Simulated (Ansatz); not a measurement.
Al$_{3}$GaAs$_{4}$ in space group P-4m2 (No. 115; Pearson symbol tP8), plane-wave PAW PBEsol (Ansatz code). The conduction-band minimum lies on the Γ–Z line, 18 % of the way from Γ, with 2 equivalent valleys. Second derivatives d²E/dk² of the lowest band at one valley (eV·Å²), along Cartesian directions:

| direction | d²E/dk² |
|---|---|
| [100] | 38.24 |
| [010] | 38.24 |
| [001] | 14.42 |
| [110] | 38.41 |
| [101] | 26.37 |
| [011] | 26.37 |

**Question.** Find the principal effective masses, the density-of-states mass and the conductivity mass.

**Answer.** Off-diagonal terms follow from H_xy = H[110] − (H_xx + H_yy)/2, and m*/mₑ = 7.620 eV·Å² over each eigenvalue: 0.20, 0.20, 0.53. One valley's DOS mass (m₁m₂m₃)^(1/3) = 0.28, conductivity mass 3/(Σ 1/mᵢ) = 0.25 mₑ.

**Question.** What effective density of states Nc follows at 300 K for parabolic valleys?

**Answer.** Nc = 2.509e19 × 2 × (0.28)^(3/2) ≈ 7.4e18 cm⁻³.

**Question.** With the computed static dielectric constant 12.4 (mean of the diagonal), estimate a hydrogenic donor's binding energy and radius.

**Answer.** E = 13.606 eV × 0.25/12.4² ≈ 22 meV; a = 0.529 Å × ε/m* ≈ 26 Å. Semilocal masses tend to be too small when the gap is underestimated.

The start of the workflow was typed in or built on a structure type; neither database checked (COD, Materials Project) lists it. Whether it is the stable phase at ambient conditions was not checked. Symmetry was held in the PBEsol relaxation; whether a distortion lowers the energy is not shown. Spin–orbit coupling is left out wherever it is not named.

Potentials: the earlier of the program's two PAW sets. The files were generated under PBE; for other functionals the program regenerates the frozen cores, and for LDA and PBEsol the local potential too.
